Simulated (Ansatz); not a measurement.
# Relaxing a structure of GaPt

The start is a relaxed GaPt cell with every coordinate shifted by Gaussian noise of σ = 0.1 Å. The structure is fully relaxed (lattice and positions, P = 0) with PBEsol (plane waves to 420 eV, PAW, scalar-relativistic; Ansatz, an electronic-structure program). The first steps use a coarse 7×7×7 k-mesh.

Input geometry:
```yaml
crystal:
  lattice:
    - [4.90275, 0.00000, 0.00000]
    - [0.00000, 4.90275, 0.00000]
    - [0.00000, 0.00000, 4.90275]
  atoms:
    - { symbol: Ga, position: [0.13010, 0.07912, 0.07246] }
    - { symbol: Ga, position: [0.43706, 0.90587, 0.57458] }
    - { symbol: Ga, position: [0.61826, 0.40627, 0.91925] }
    - { symbol: Ga, position: [0.93973, 0.60634, 0.41207] }
    - { symbol: Pt, position: [0.37636, 0.38041, 0.39083] }
    - { symbol: Pt, position: [0.12895, 0.57202, 0.91351] }
    - { symbol: Pt, position: [0.89530, 0.09364, 0.60410] }
    - { symbol: Pt, position: [0.60403, 0.87044, 0.13508] }
```

Q: What pressure does the first self-consistent step give?

A: +6.0 GPa (positive: the cell is compressed).

Q: Does it find its way back to the structure it was made from?

A: The parent structure is recovered, P2₁3 (No. 198).

Q: How do the shortest distances between atoms change?

A: The closest pairs of elements (up to four, under 3.6 Å), start → end: Ga–Pt 2.31 → 2.59 Å; Pt–Pt 2.80 → 3.02 Å; Ga–Ga 2.96 → 3.03 Å.

Q: What band gap does the relaxed structure have at this level?

A: Zero (metallic).

Relaxed structure:

```cif
data_Ga4Pt4
_chemical_formula_sum 'Ga4 Pt4'
_space_group_name_H-M_alt 'P213'
_space_group_IT_number 198
_space_group_name_Hall 'P 2ac 2ab 3'
_cell_length_a 4.90273
_cell_length_b 4.90273
_cell_length_c 4.90273
_cell_angle_alpha 90.000
_cell_angle_beta 90.000
_cell_angle_gamma 90.000
loop_
_atom_site_label
_atom_site_type_symbol
_atom_site_symmetry_multiplicity
_atom_site_Wyckoff_symbol
_atom_site_fract_x
_atom_site_fract_y
_atom_site_fract_z
_atom_site_occupancy
Ga1 Ga 4 a 0.59321 0.59321 0.59321 1
Pt1 Pt 4 a 0.89790 0.89790 0.89790 1
```

Final values are on a 10×10×10 k-mesh of the relaxed cell. No spin polarisation in the result.

The cell that was disturbed is our relaxation of an entry of Materials Project.
